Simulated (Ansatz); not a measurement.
## HfB, one cell by several methods

```
CELL_PARAMETERS angstrom
0.00000 2.31000 2.31000
2.31000 0.00000 2.31000
2.31000 2.31000 0.00000
ATOMIC_POSITIONS crystal
Hf 0.50000 0.50000 0.50000
B 0.00000 0.00000 0.00000
```

Atom numbers follow the list: Hf1, B2.

The geometry is COD entry 1511179, unchecked; take it as a test cell.

Spin polarisation is left out, and whether a magnetic state lies lower isn't shown here.

Spin–orbit coupling is left out, though it moves levels of the heavy atoms by tenths of an eV or more.

Methods: DFT, LDA, PAW with Ansatz's default frozen-core files, scalar-relativistic (Ansatz 0.2.0); DFT, LDA, all-electron PAW with datasets made for the crystal, scalar-relativistic (Ansatz 0.2.0); DFT, LDA, all-electron LAPW, scalar-relativistic (Ansatz 0.2.0).

For PAW: a Γ-centred 15×15×15 k mesh, Fermi–Dirac smearing of 0.05 eV, cutoff 420 eV, no spin polarisation; the PAW files were made with PBE, and the program remakes their frozen cores for this functional. The crystal-made all-electron datasets (AE datasets) take a cutoff of 400 eV at this cell. LAPW targets a basis error of 0.25 meV/atom. The Ansatz runs share mesh, smearing and spin set-up. Plane-wave (PAW) pressures include the program's estimate of the Pulay term.

Stress and pressure are positive in compression.

Levels count from the Fermi level.

| quantity | PAW | AE datasets | LAPW |
| --- | --- | --- | --- |
| pressure (GPa) | 18.22 | 18.26 | 18.26 |
| highest filled level at Γ (eV) | -9.477 | -9.476 | -9.476 |
| lowest empty level at Γ (eV) | 2.070 | 2.069 | 2.069 |
| highest filled level at X (eV) | -0.861 | -0.861 | -0.861 |
| lowest empty level at X (eV) | 2.434 | 2.436 | 2.436 |
| highest filled level at U (eV) | -1.160 | -1.161 | -1.161 |
| lowest empty level at U (eV) | 0.274 | 0.274 | 0.274 |
